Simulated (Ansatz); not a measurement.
Two-dimensional strain map in CaZn

Level of theory: DFT r2SCAN, scalar-relativistic, plane waves, PAW (Ansatz). Settings: plane waves to 500 eV, k-mesh 14×14×14 (Γ-centred), Gaussian smearing 0.15 eV. No spin polarisation. Energies are free energies at this smearing, counted from the undisturbed cell; pressure is positive in compression.

Zero of the scan (as given, not relaxed at this level; it stands at 0.2 GPa, and it needn't be the usual structure):

```
Ca Zn
1.0
     3.64868    0.00000    0.00000
     0.00000    3.64868    0.00000
     0.00000    0.00000    3.64868
Ca Zn
1 1
Direct
  0.00000 0.00000 0.00000
  0.50000 0.50000 0.50000
```

The cell is strained by p along both x and y and by q along z, fractional coordinates fixed. Points are written (p, q).

Energy above the undisturbed cell in meV/atom (a dash: not computed):

```
 p \ q  -0.080  0.000  0.080
-0.080   214.5  102.1      ?
 0.000       ?    0.0   23.7
 0.080    58.5   65.6      –
```

(1) Fill in the withheld energies.

Answers

(1) (-0.080, 0.080): 63.3; (0.000, -0.080): 33.0.